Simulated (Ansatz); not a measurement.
**CsPtBr3: reading a single point**

```
Pt Cs Br
1.0
     3.75418    6.50242    0.00000
    -3.75418    6.50242    0.00000
     0.00000    0.00000    6.41330
Pt Cs Br
2 2 6
Direct
  0.00000 0.00000 0.00000
  0.00000 0.00000 0.50000
  0.33330 0.33340 0.75000
  0.66660 0.66670 0.25000
  0.15700 0.68600 0.25000
  0.31400 0.84300 0.75000
  0.15700 0.15700 0.25000
  0.84300 0.31400 0.75000
  0.68600 0.15700 0.25000
  0.84300 0.84300 0.75000
```

Level: PBE, no spin polarisation; 420 eV; 5×5×5 Γ-centred mesh; fermi-dirac occupations (width 0.1 eV); Ansatz 0.2.0, fixed geometry.

What do density and ELF say about some of the short contacts?

Pt–Br at 2.60 Å: least valence density 0.46 e/Å³ and ELF 0.33 there. Cs–Br at 3.76 Å: least valence density 0.05 e/Å³ and ELF 0.04 there. Both are smooth PAW fields, read partly inside the augmentation spheres.

What happens at the Fermi level?

It is a metal on this mesh, though the bands barely overlap, with about 9.9 states/eV a cell as the mean within 0.25 eV of the Fermi level, mostly Pt d (48 %) and Br p (47 %).

Which element gives electrons and which takes them?

Bader charges in e: Cs +0.84, Pt +0.35, Br -0.40. In the mean Cs gives up most and Br takes most.

Where is the largest force?

The largest is on Br5 (and as large on other atoms): 0.90 eV/Å, components (0.78, -0.45, 0.00). It makes 142° with the line to a nearest neighbour, Pt1 at 2.60 Å, pointing away from it.

Is it stable against the elements?

-0.66 eV an atom against the elements' usual phases (free molecules for gases, crystals otherwise, with no correction for O₂ or N₂), so it is bound against them; other compounds may still compete. Relaxing would lower it.

Is the cell too large or too small?

The pressure is 3.4 GPa (compression positive), so with the atoms held at these fractions the cell would first expand; the forces are large, so a full relaxation may end otherwise.

Origin: a known structure type with other elements, at an estimated volume, so it need not be a known compound. Caveats: many states at the Fermi level without spin polarisation, so a magnetic state may lie lower; the Fermi level lies in a narrow band between gaps, which spin or distortion may split.
